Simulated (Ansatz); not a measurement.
# Mg on a La site + La on a Mg site in LaYMg4

Computed with the plane-wave PAW code Ansatz (scalar-relativistic, PAW set soft_2): PBEsol, no spin polarisation, 420 eV cutoff, k-mesh 3×3×3.

The relaxed host crystal (no gap at this level of theory):

```
La Mg Y
1.0
     0.00000    4.28537    4.28537
     4.28537    0.00000    4.28537
     4.28537    4.28537    0.00000
La Mg Y
1 4 1
Direct
  0.25000 0.25000 0.25000
  0.62531 0.12406 0.62531
  0.62531 0.62531 0.12406
  0.62531 0.62531 0.62531
  0.12406 0.62531 0.62531
  0.00000 0.00000 0.00000
```

Supercell of 24 atoms, rows of the matrix [[-1,-1,1],[1,-1,1],[-1,1,1]] times the cell vectors; Mg on a La site at (0.250, 0.250, 0.250); La on a Mg site at (0.625, -0.876, 0.625) in fractions of the cell above. Atoms are relaxed at the host's cell, from a start shaken by 0.03 Å near the defect.

Distances from the Mg atom (Å), by shell of the perfect crystal:

| shell | perfect crystal | relaxed, charge 0 |
| --- | --- | --- |
| 12 Mg | 3.55 | 3.51 (3.48 to 3.52) |
| 4 Y | 3.71 | 3.62 (3.61 to 3.63) |

```json
{"charge": "0", "gap of the cell on the mesh (eV)": "0.00"}
```

Formation energy of the neutral defect: 0.97 eV; no atoms are exchanged with the outside, so it hangs on no chemical potential.

Relaxed cell at charge 0:

```
LaYMg4 Mg_La+La_Mg charge 0
1.0
     0.0000    0.0000   -8.5707
     0.0000    8.5707    0.0000
     8.5707    0.0000    0.0000
Mg La Y
16 4 4
Direct
  0.2481 0.2475 0.7529
  0.1281 0.6206 0.8732
  0.1281 0.1273 0.3799
  0.6213 0.1272 0.8732
  0.8765 0.3728 0.8750
  0.8870 0.8862 0.3698
  0.3668 0.3661 0.3832
  0.3735 0.8758 0.8751
  0.8870 0.6308 0.1142
  0.8765 0.1256 0.6277
  0.3669 0.6175 0.6343
  0.3735 0.1256 0.1246
  0.1262 0.3728 0.1248
  0.1262 0.8759 0.6278
  0.6179 0.3660 0.6345
  0.6314 0.8862 0.1144
  0.2519 0.7506 0.2500
  0.7512 0.2511 0.2499
  0.7513 0.7506 0.7494
  0.6285 0.6273 0.3730
  0.0095 0.4933 0.5073
  0.0035 0.0028 0.9978
  0.4940 0.4933 0.9918
  0.4940 0.0086 0.5072
```

Caveats: small supercell, so energies and levels can be off by tenths of an eV; one random start near the defect, so other minima are possible.
